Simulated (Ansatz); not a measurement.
LaN:
Space group P6₃mc (No. 186); a = b = 4.1566 Å, c = 5.8587 Å, α = β = 90.00°, γ = 120.00°

```
atom  site  symmetry       x       y       z
----  ----  --------  ------  ------  ------
La      2b       3m.  0.6667  0.3333  0.4947
N       2b       3m.  0.3333  0.6667  0.4153
```

This is the r²SCAN-relaxed structure.

All from DFT-r²SCAN in the program Ansatz with PAW potentials, unless another level is named. Predict the hole effective mass.

1.2, 2.8, 2.8 mₑ (principal values).

Next, the electron effective mass?

0.41, 0.44, 0.44 mₑ (principal values).

What about the smallest direct gap on the standard path?

1.75 eV.

Predict the valence-band maximum.

at K.

Space group P6_3mc. The workflow started from a Materials Project entry (that database holds measured and hypothetical structures alike); the Crystallography Open Database copy checked does not list it. COD files the formula under space group No. 225. Whether it is the stable phase at ambient conditions was not checked. The cell was relaxed with r²SCAN under the symmetry of its start; its stability against distortions is not shown here. Scalar-relativistic: spin–orbit coupling is off unless named, which matters more the heavier the elements.

Potentials: the later of the program's two PAW sets.
